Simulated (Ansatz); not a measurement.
Mg3CdSe4 as one 8-atom ordering (I4/mmm) on the rocksalt lattice at its r2SCAN geometry, run in Ansatz at 3 levels of theory. These are computed values for a spin-unpolarised cell that may be hypothetical; none is a measurement.

The r2SCAN input:
```yaml
crystal:
  lattice:
    - [-2.7677918182, 2.7677918182, 5.5452788832]
    - [2.7677918182, -2.7677918182, 5.5452788832]
    - [2.7677918182, 2.7677918182, -5.5452788832]
  atoms:
    - { symbol: Mg, position: [0.75, 0.25, 0.5] }
    - { symbol: Se, position: [0.5, 0.0, 0.5] }
    - { symbol: Mg, position: [0.0, 0.0, 0.0] }
    - { symbol: Se, position: [0.756126674, 0.756126674, 0.0] }
    - { symbol: Mg, position: [0.25, 0.75, 0.5] }
    - { symbol: Se, position: [0.0, 0.5, 0.5] }
    - { symbol: Cd, position: [0.5, 0.5, 0.0] }
    - { symbol: Se, position: [0.243873326, 0.243873326, 0.0] }
kpoints:
  mp_grid: { grid: [6, 6, 6] }
  band_path:
    path:
      - [0.0, 0.0, 0.0]
      - [0.0, 0.0, 0.5]
      - [0.25, 0.25, 0.25]
      - [0.0, 0.5, 0.0]
      - [0.5, 0.5, -0.5]
      - [0.3122816437, 0.6877183563, -0.3122816437]
      - [-0.3122816437, 0.3122816437, 0.3122816437]
      - [-0.1245632875, 0.1245632875, 0.5]
      - [0.5, 0.5, -0.1245632875]
    npoints: 1
hamiltonian:
  xc: r2scan
scf:
  occupations: { method: fixed }
  n_extra_bands: 6
output:
  forces: true
  stress: true
  eigenvalues: true
```

Main results, then, where recorded, the levels near the gap in eV from the Fermi energy (columns number the bands from 0), one row a point of the path (Γ, X, P, N, M, S, S₀, R, G):
```
Crystal: 8 atoms, lattice volume = 169.922 Å³
Symmetry: 16 space group operations
Space group: I4/mmm (ITA 139)
```
```
Basis set: ecut = 500 eV, 4333 PW (Γ)
Bands: 63, of which v1, the nominal top of the filled ones, is band 57 counted from 1 (56 counted from 0)
k-points: 30 of 216
Free energy (F): -35969.889219 eV
Fermi energy:    8.410487 eV
--- Forces (eV/Å), atoms counted from 1 ---
  atom   1  Mg      0.00000      0.00000      0.00000
  atom   2  Se      0.00000      0.00000      0.00000
  atom   3  Mg      0.00000      0.00000      0.00000
  atom   4  Se      0.00000      0.00000      0.00230
  atom   5  Mg      0.00000      0.00000      0.00000
  atom   6  Se      0.00000      0.00000      0.00000
  atom   7  Cd      0.00000      0.00000      0.00000
  atom   8  Se      0.00000      0.00000    -0.00230
--- Stress (GPa, compression-positive) ---
       -0.045630       0.000000       0.000000
        0.000000      -0.045630       0.000000
        0.000000       0.000000      -0.050034
  P = ⅓ Tr σ = -0.0471 GPa (-0.471 kbar)
```
```tsv
band_53	band_54	band_55	band_56	band_57	band_58	band_59
-2.210	-0.507	-0.507	-0.502	1.126	2.508	4.389
-1.009	-0.941	-0.527	0.000	3.901	3.928	4.782
-1.051	-0.995	-0.995	-0.001	4.660	4.660	4.698
-1.842	-1.720	-1.140	-0.747	3.920	4.398	4.897
-1.522	-1.522	-1.395	-1.395	0.799	1.959	3.935
-1.748	-1.723	-1.005	-0.572	2.769	3.781	5.201
-1.748	-1.723	-1.005	-0.572	2.769	3.781	5.201
-1.132	-1.011	-0.654	-0.439	3.910	4.229	4.606
-1.132	-1.011	-0.654	-0.439	3.910	4.229	4.606
```

The r2SCAN gap is indirect, 0.80 eV (X to M), below the direct gap of 1.63 eV at Γ.

Question: Another run on the same cell gave
```
Basis set: ecut = 420 eV, 3371 PW (Γ)
Bands: 63, of which v1, the nominal top of the filled ones, is band 57 counted from 1 (56 counted from 0)
k-points: 13 of 64
hybrid outer 1: dexx = +2.694e-2 eV, tail = 2.33e-4 eV
hybrid outer 2: dexx = +1.347e-6 eV, tail = 1.02e-7 eV, Δε = 2.50e-3 eV, ΔF = 2.70e-3 eV/Å
hybrid outer 3: dexx = +6.705e-10 eV, tail = 4.74e-10 eV, Δε = 1.59e-4 eV, ΔF = 3.98e-5 eV/Å
Free energy (F): -35921.828397 eV
Fermi energy:    8.108107 eV
--- Forces (eV/Å), atoms counted from 1 ---
  atom   1  Mg      0.00000      0.00000      0.00000
  atom   2  Se      0.00000      0.00000      0.00000
  atom   3  Mg      0.00000      0.00000      0.00000
  atom   4  Se      0.00000      0.00000      0.00945
  atom   5  Mg      0.00000      0.00000      0.00000
  atom   6  Se      0.00000      0.00000      0.00000
  atom   7  Cd      0.00000      0.00000      0.00000
  atom   8  Se      0.00000      0.00000    -0.00945
--- Stress (GPa, compression-positive) ---
       -0.236641       0.000000       0.000000
        0.000000      -0.236641       0.000000
        0.000000       0.000000      -0.262715
  P = ⅓ Tr σ = -0.2453 GPa (-2.453 kbar)
```
```tsv
band_53	band_54	band_55	band_56	band_57	band_58	band_59
-2.345	-0.514	-0.514	-0.511	1.405	2.625	4.754
-1.045	-0.974	-0.550	0.000	4.105	4.134	5.132
-1.094	-1.030	-1.030	-0.001	4.911	4.911	4.951
-1.954	-1.838	-1.191	-0.791	4.427	4.693	5.200
-1.606	-1.606	-1.477	-1.477	1.104	2.123	4.234
-1.854	-1.831	-1.041	-0.595	3.120	4.089	5.478
-1.854	-1.831	-1.041	-0.595	3.120	4.089	5.478
-1.178	-1.052	-0.690	-0.467	4.227	4.448	4.981
-1.178	-1.052	-0.690	-0.467	4.227	4.448	4.981
```
Which level of theory gave it?

Answer: It is HSE06, judged by the exchange loop and the size of the gap (a near hybrid could fit too), on 4×4×4; the blocks that differ from the first input, but for the band path:
```yaml
kpoints:
  mp_grid: { grid: [4, 4, 4] }
hamiltonian:
  xc: hse06
```
With HSE06 the valence top lies at X and the conduction bottom at M, 1.10 eV higher; the smallest vertical gap, at Γ, is 1.92 eV. The mean stress, -0.2 GPa, is small, and the program warns that its thresholds are loose for a hybrid's stress.

PBE0. Against the first input these blocks differ (the band path and keys that only write files left aside):
```yaml
kpoints:
  mp_grid: { grid: [4, 4, 4] }
hamiltonian:
  xc: pbe0
```

```
Basis set: ecut = 420 eV, 3371 PW (Γ)
Bands: 63, of which v1, the nominal top of the filled ones, is band 57 counted from 1 (56 counted from 0)
k-points: 13 of 64
Exchange kernel: α = 0.2500, full range, Wigner–Seitz truncation, v(0) = 16955.3781 eV·Å³, q-mesh 4×4×4
hybrid outer 1: dexx = +3.849e-2 eV, tail = 2.89e-4 eV
hybrid outer 2: dexx = +3.843e-6 eV, tail = 1.54e-7 eV, Δε = 3.05e-3 eV, ΔF = 2.68e-3 eV/Å
hybrid outer 3: dexx = +1.042e-9 eV, tail = 9.97e-10 eV, Δε = 1.92e-4 eV, ΔF = 1.19e-5 eV/Å
Free energy (F): -35921.400764 eV
Fermi energy:    7.772913 eV
--- Forces (eV/Å), atoms counted from 1 ---
  atom   1  Mg      0.00000      0.00000      0.00000
  atom   2  Se      0.00000      0.00000      0.00000
  atom   3  Mg      0.00000      0.00000      0.00000
  atom   4  Se      0.00000      0.00000      0.00364
  atom   5  Mg      0.00000      0.00000      0.00000
  atom   6  Se      0.00000      0.00000      0.00000
  atom   7  Cd      0.00000      0.00000      0.00000
  atom   8  Se      0.00000      0.00000    -0.00364
--- Stress (GPa, compression-positive) ---
       -0.238714       0.000000       0.000000
        0.000000      -0.238714       0.000000
        0.000000       0.000000      -0.267025
  P = ⅓ Tr σ = -0.2482 GPa (-2.482 kbar)
```
```tsv
band_53	band_54	band_55	band_56	band_57	band_58	band_59
-2.380	-0.527	-0.527	-0.523	2.049	3.264	5.466
-1.066	-0.995	-0.563	0.000	4.763	4.794	5.813
-1.118	-1.053	-1.053	-0.001	5.580	5.580	5.628
-1.993	-1.880	-1.219	-0.809	5.126	5.391	5.906
-1.641	-1.641	-1.509	-1.509	1.748	2.795	4.923
-1.889	-1.867	-1.065	-0.611	3.797	4.793	6.159
-1.889	-1.867	-1.065	-0.611	3.797	4.793	6.159
-1.202	-1.074	-0.704	-0.474	4.885	5.110	5.680
-1.202	-1.074	-0.704	-0.474	4.885	5.110	5.680
```

The PBE0 gap is indirect, 1.75 eV (X to M), below the direct gap of 2.57 eV at Γ. The mean stress, -0.2 GPa, is small, and the program warns that its thresholds are loose for a hybrid's stress.

The hybrids run on coarser meshes, which limits their stresses and small splittings of levels.

Totals of different functionals can't be compared.

The runs are scalar-relativistic, without spin-orbit coupling.
